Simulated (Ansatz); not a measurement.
AgW:
```yaml
crystal:
  lattice:
    - [2.68953, 0.00000, 0.00000]
    - [0.00000, 2.68953, 0.00000]
    - [0.00000, 0.00000, 4.56791]
  atoms:
    - { symbol: Ag, position: [0.00000, 0.00000, 0.00000] }
    - { symbol: W, position: [0.50000, 0.50000, 0.50000] }
```

Relaxed with PBE. Special points in fractions of this cell's reciprocal vectors: Γ (0.000, 0.000, 0.000); X (0.000, 0.500, 0.000); M (0.500, 0.500, 0.000); Z (0.000, 0.000, 0.500); R (0.000, 0.500, 0.500); A (0.500, 0.500, 0.500).

### Question
List the band energies nearest the Fermi level at these points for PBE in the plane-wave PAW code Ansatz.

### Answer
In eV from the Fermi level; about four levels below and three above (degenerate sets whole), none deeper than 8.9 eV; points with the same levels are listed once.

```
k                          below           above
-  -----------------------------  --------------
Γ        -3.33 -3.32 -2.60 -0.03  2.87 2.87 4.60
X        -4.22 -3.85 -3.30 -2.14  0.43 1.18 2.99
M  -6.17 -6.17 -6.06 -2.45 -2.19  0.17 0.17 1.97
Z  -4.03 -4.03 -3.53 -3.32 -1.65  2.23 2.23 4.58
R        -3.96 -2.78 -1.48 -0.45  0.23 1.47 1.83
A        -4.16 -2.45 -2.28 -2.28  1.11 7.01 7.53
```

Space group P4/mmm (L1₀ or tetragonal B2). The start of the workflow was typed in or built on a structure type; neither database checked (COD, Materials Project) lists it. Its standing as an ambient phase is unchecked. The PBE relaxation kept the symmetry of its start; its stability against distortions is not shown here. No spin polarisation was allowed. Its formation energy is positive at this level, so the cell may be metastable or incomplete. Spin–orbit coupling is left out wherever it is not named.

Potentials: the earlier of the program's two PAW sets.
